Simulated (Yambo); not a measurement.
Yambo run on PdCdF6 (space group R-3, No. 148). The wavefunctions come from this Quantum ESPRESSO step (PBEsol, PseudoDojo standard norm-conserving files, scalar-relativistic):

```
&CONTROL
  calculation = 'nscf'
  pseudo_dir = './pseudo'
  outdir = './out'
/
&SYSTEM
  ibrav = 0
  nat = 8
  ntyp = 3
  ecutwfc = 102.0
  ecutrho = 408.0
  occupations = 'fixed'
  force_symmorphic = .true.
  nbnd = 176
/
&ELECTRONS
  conv_thr = 8e-09
  diago_full_acc = .true.
  diago_thr_init = 1e-08
/
ATOMIC_SPECIES
F 18.9984 F.upf
Pd 106.4200 Pd.upf
Cd 112.4140 Cd.upf
CELL_PARAMETERS angstrom
  2.528399943000   1.459772388000   4.835097000000
 -2.528399943000   1.459772388000   4.835097000000
  0.000000000000  -2.919544776000   4.835097000000
ATOMIC_POSITIONS crystal
F   0.394340000000   0.058627000000   0.779290000000
F   0.605660000000   0.941373000000   0.220710000000
F   0.779290000000   0.394340000000   0.058627000000
F   0.220710000000   0.605660000000   0.941373000000
F   0.058627000000   0.779290000000   0.394340000000
F   0.941373000000   0.220710000000   0.605660000000
Pd   0.000000000000   0.000000000000   0.000000000000
Cd   0.500000000000   0.500000000000   0.500000000000
K_POINTS automatic
2 2 2 0 0 0
```

Yambo input:

```
rim_cut
gw0
dyson
el_el_corr
HF_and_locXC
ppa
em1d
RandQpts= 1000000
RandGvec= 1 Ry
EXXRLvcs= 102 Ry
VXCRLvcs= 408 Ry
Chimod= "HARTREE"
% BndsRnXp
 9 | 174 |
%
NGsBlkXp= 7 Ry
% LongDrXp
 1.0 | 1.0 | 1.0 |
%
PPAPntXp= 27.2114 eV
% GbndRnge
 1 | 174 |
%
GTermKind= "BG"
DysSolver= "n"
ExtendOut
% QPkrange
 1 | 1 | 40 | 41 |
 2 | 2 | 40 | 41 |
 3 | 3 | 40 | 41 |
 4 | 4 | 40 | 41 |
%
```

k points by index: 1 = Γ, 2 = L, 3 = F, 4 = Z.

The o-*.qp file then holds:

```
#    K-point    Band    Eo [eV]    E [eV]    E-Eo [eV]    Vxc [eV]    Vnlxc [eV]    Sc|Eo [eV]    Sc|E [eV]    dSc/dw|Eo [eV]    Re(Z)    Im(Z)
#
    1    40    -0.120451    -1.240914    -1.120463    -24.54075    -31.56515    5.600897    5.903929    -7.358279    0.787144    -0.001398
    1    41    2.327490    3.931874    1.604384    -25.35225    -20.91921    -2.412164    -2.828656    -7.062525    0.793924    -0.003426
    2    40    -0.138272    -1.281383    -1.143111    -24.25467    -31.50570    5.791980    6.107922    -7.519750    0.783484    -0.001431
    2    41    1.926909    3.495727    1.568818    -24.37555    -19.84646    -2.557804    -2.960267    -6.980363    0.795844    -0.001415
    3    40    0.000000    -1.153603    -1.153603    -24.48461    -31.70717    5.753508    6.068957    -7.439769    0.785293    -0.001384
    3    41    1.817215    3.289155    1.471940    -24.09881    -20.01242    -2.239425    -2.614444    -6.932504    0.796960    -0.001360
    4    40    -0.337263    -1.506769    -1.169506    -23.78562    -30.99883    5.724650    6.043700    -7.422205    0.785690    -0.001588
    4    41    2.062637    3.660634    1.597997    -24.79318    -20.29994    -2.477893    -2.895242    -7.106374    0.792922    -0.001417
```
(The two width columns are left out.) Convergence of these settings isn't established.

Spin-orbit coupling is not included.

Geometry of the Materials Project entry, not relaxed at this level.
